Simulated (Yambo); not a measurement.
A G0W0@PBEsol run in Yambo for a free-standing LuBrO monolayer (symmetry P4/nmm, slab cell 20.0 Å high) (4×4×1 Γ-centred k mesh, bands 3 to 154 and a 6 Ry block in the screening, 154 bands in G with the Bruneval-Gonze terminator, plasmon pole fitted at 27.2 eV, slab-truncated Coulomb interaction, stochastic integration of W near q = 0) gives these matrix elements, in eV, at the band edges (Γ → Γ):

| state | E0 | <Vxc> | <Σx> | <Σc(E0)> | Z |
|---|---|---|---|---|---|
| valence edge | 0.000 | -18.049 | -22.216 | 3.164 | 0.805 |
| conduction edge | 4.339 | -10.173 | -5.805 | -3.069 | 0.843 |

Problem. Solve the linearised quasiparticle equation for both states, give the gap, and say how exchange and correlation each act on it.

Solution. E = E0 + Z(Σx + Σc − Vxc). Valence: 0.000 + 0.805 × (-22.216 + (3.164) − (-18.049)) = -0.81 eV. Conduction: 4.339 + 0.843 × (-5.805 + (-3.069) − (-10.173)) = 5.43 eV. The gap is 6.24 eV, against 4.34 eV in PBEsol. Replacing Vxc by bare exchange alone would open it by 8.54 eV; correlation takes back 6.23 eV of that, and Z scales what is left. Nearest settings tried, and what they do to the gap: 107 bands in W, 107 bands in G: +83 meV. Not varied: block, mesh, cell height. So the settings aren't converged at that level. Among the k points computed, the smallest G0W0 gap is 5.96 eV, M → Γ. Spin-orbit splittings are left out. The 4f states are in the valence at their DFT position.

Geometry relaxed with PBEsol; primitive cell a = b = 3.719 Å, c = 20.000 Å, α = β = γ = 90.00°.

This is a model layer cut from the bulk structure; whether it is stable on its own was not checked.
